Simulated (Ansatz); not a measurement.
O interstitial in GdCu2

Computed with the plane-wave PAW code Ansatz (scalar-relativistic, PAW set soft_2): PBEsol, collinear spin, 420 eV cutoff, k-mesh 3×3×3.

The relaxed host crystal (no gap at this level of theory):

```
Cu Gd
1.0
    -2.13819    3.37022    3.61236
     2.13819   -3.37022    3.61236
     2.13819    3.37022   -3.61236
Cu Gd
4 2
Direct
  0.89001 0.33512 0.55489
  0.10999 0.66488 0.44511
  0.71977 0.66488 0.05489
  0.28023 0.33512 0.94511
  0.70525 0.95525 0.75000
  0.29475 0.04475 0.25000
```

Supercell of 24 atoms, rows of the matrix [[1,-1,0],[-1,-1,-2],[1,2,1]] times the cell vectors; O interstitial at (0.417, 0.000, 0.917) in fractions of the cell above. Atoms are relaxed at the host's cell, from a start shaken by 0.05 Å near the defect.

**Question.** How does the lattice relax around the defect?

**Answer.** Distances from the added O (Å), by shell of the perfect crystal:

```
shell  perfect crystal    relaxed, charge 0
 2 Gd             1.91                 2.10
 2 Cu             1.94  1.95 (1.94 to 1.95)
 2 Cu             2.89  3.16 (3.14 to 3.17)
```

| charge | moment of the cell (μB) | moment on O (μB) | gap of the cell on the mesh (eV) |
| --- | --- | --- | --- |
| 0 | 57.20 | 0.01 | 0.00 |

Formation energy of the neutral defect: -2.85 eV, taking atoms from and to the elements' standard states (no corrections for gases), so it belongs to those chemical potentials alone.

A negative value doesn't mean that the atoms enter by themselves: with the elements as reservoirs, compounds of them would form first.

Caveats: Gd without a U keeps its half-filled shell, but its 4f levels lie too near the Fermi level; open f or d shells may hold a state above the lowest; small supercell, so energies and levels can be off by tenths of an eV; one random start near the defect, so other minima are possible.
